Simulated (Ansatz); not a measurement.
**CsGeBr$_{3}$: moving Br off its site**

CsGeBr$_{3}$, Pm-3m, a = 5.533 Å (as given, not relaxed at this level: -0.8 GPa). The structure is a Materials Project entry; whether it is the stable form wasn't checked. Ansatz: PBEsol, PAW, 420 eV, Γ-centred 6×6×6 mesh on 5 atoms, Gaussian smearing 0.05 eV; no spin polarisation.

```
Cs Ge Br
1.0
     5.53333    0.00000    0.00000
     0.00000    5.53333    0.00000
     0.00000    0.00000    5.53333
Cs Ge Br
1 1 3
Direct
  0.00000 0.00000 0.00000
  0.50000 0.50000 0.50000
  0.50000 0.50000 0.00000
  0.50000 0.00000 0.50000
  0.00000 0.50000 0.50000
```

All 3 Br atoms of the cell move by x along the unit vector (0.000, 1.000, 0.000), with their periodic images; all else is held. y is the free energy of the cell over the start, F the force along the path summed over the moved atoms. Symmetry makes y even in x.

```tsv
x (Å)	y (meV)	F (eV/Å)
-0.5000	?	?
-0.2500	5.8	0.25
0.0000	0.0	0.00
0.1250	-3.7	0.03
0.3750	80.2	-1.04
0.4375	163.8	-1.67
```

**Question.** Fit y = c2 x² + c4 x⁴ to the energies of the other rows, give the force constant, and predict energy and force of the missing row.

**Answer.** Least squares on the rows shown. y = −261.30 x² + 5851.8 x⁴. The force constant is 2 c2 = -0.523 eV/Å² for the 3 atoms together, -0.174 each, negative: the site is a maximum along this line (for all images moving together, not for a lone atom). The force −dy/dx at the missing row is 2.66 eV/Å (computed 2.50). With a term in x⁶ added, the coefficient of x² becomes -329.6, 26 % more, which shows how far this figure hangs on the form. At x = -0.5000 the fit asked for gives 300.4 meV. The run gave 293.0 meV, so the fit is 7.4 meV too high, 2.5 % of the span of the series, against an rms of 0.9 meV on the fitted rows. The row lies outside the fitted range. With a term in x⁶ added, a fit to the same known rows predicts 289.5 meV, a smaller miss on the other side.

Symmetry holds off the tilts and polar distortions that many cubic perovskites undergo.